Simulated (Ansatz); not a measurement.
## ZrOs: relaxation of cell and atoms

The calculation used Ansatz 0.2.0, DFT, PBEsol, all-electron LAPW, scalar-relativistic.

Command: `ansatz run input.yaml --threads 1 --pin off --max-ram 2048MiB --backend cpu --events-out ev --progress --plain --runs-dir out` The run took about 74 s on 1 thread of a shared machine.

```yaml
crystal:
  lattice:
    - [3.263, 0.0, 0.0]
    - [0.0, 3.263, 0.0]
    - [0.0, 0.0, 3.263]
  atoms:
    - { symbol: Zr, position: [0.5, 0.5, 0.5] }
    - { symbol: Os, position: [0.0, 0.0, 0.0] }
kpoints:
  mp_grid: { grid: [10, 10, 10] }
scf:
  occupations: { method: fermi_dirac, width: 0.05 }
hamiltonian:
  xc: pbesol
  pseudopotentials: { kind: all_electron, lapw: { basis_error: 0.001 } }
output:
  forces: true
  stress: true
relax:
  f_tol: 0.005
  max_steps: 80
  cell: {}
```

Spin–orbit coupling is left out, though it moves levels of the heavy atoms by tenths of an eV or more.

The geometry is COD entry 1523503, unchecked; take it as a test cell.

Each frame lists the cell vectors (Å), then Cartesian positions (Å); symmetry keeps all forces zero. Free energies count from the first step, -567165.4305 eV.

The walk took 5 evaluations in all; steps that aren't listed are left out.

Step 1: E = 0.0 meV, P = -3.42 GPa

```
cell 3.2630 0.0000 0.0000 0.0000 3.2630 0.0000 0.0000 0.0000 3.2630
Zr    1.6315    1.6315    1.6315
Os    0.0000    0.0000    0.0000
```

Step 2:

```
cell 3.1941 0.0000 0.0000 0.0000 3.1941 0.0000 0.0000 0.0000 3.1941
Zr    1.5971    1.5971    1.5971
Os    0.0000    0.0000    0.0000
```

Task: Give the energy, pressure of step 2.

Result: E = +53.0 meV, P = 12.14 GPa, step rejected
```
Zr    1.5971    1.5971    1.5971
Os    0.0000    0.0000    0.0000
```

Task: How does the relaxation end?

Result: It converges, with a = 3.246 Å, b = 3.246 Å, c = 3.246 Å, α = 90.00°, β = 90.00°, γ = 90.00° (conventional cell, space group Pm-3m). The last solve (on a basis chosen afresh for the final cell, so its energy is not quite comparable) gives E = -5.8 meV, P = 0.01 GPa:
```
cell 3.2461 0.0000 0.0000 0.0000 3.2461 0.0000 0.0000 0.0000 3.2461
Zr    1.6230    1.6230    1.6230
Os    0.0000    0.0000    0.0000
```
